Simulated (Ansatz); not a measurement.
Values for one crystal, relaxed and computed with the program Ansatz at the r²SCAN level (PAW); other levels are named.

| Item | Result |
|---|---|
| Volume per atom | 20.04 Å³ |
| Electronic character | metallic (no gap) |
| Zone-centre stability | no imaginary mode at Γ |
| Pressure derivative B′ | 4.8 |
| Highest zone-centre frequency | 7.39 THz |
| Density of states at the Fermi level | 0.13 states/eV per atom (mean over ±0.08 eV) |
| Bulk modulus (Birch–Murnaghan fit) | 54.6 GPa |

Question: Which compound is it?
A) Co, dhcp (α-La type)
B) Ga, Cmcm (Ga on 8g)
C) Ni, hcp (Mg type)
D) Zr, hcp (Mg type)

Answer: B, Ga, Cmcm (Ga on 8g)

The workflow started from a Materials Project entry (that database holds measured and hypothetical structures alike); the Crystallography Open Database files this formula in space group No. 63, but the cells were not matched. It is not the phase usual at ambient conditions (space group No. 64). The cell was relaxed with r²SCAN under the symmetry of its start. As this level gives no gap, phonon frequencies hold no LO–TO term and depend on the k-mesh and smearing (Fermi–Dirac, 0.1 eV here). Spin–orbit coupling is left out wherever it is not named.

Potentials: the earlier of the program's two PAW sets.
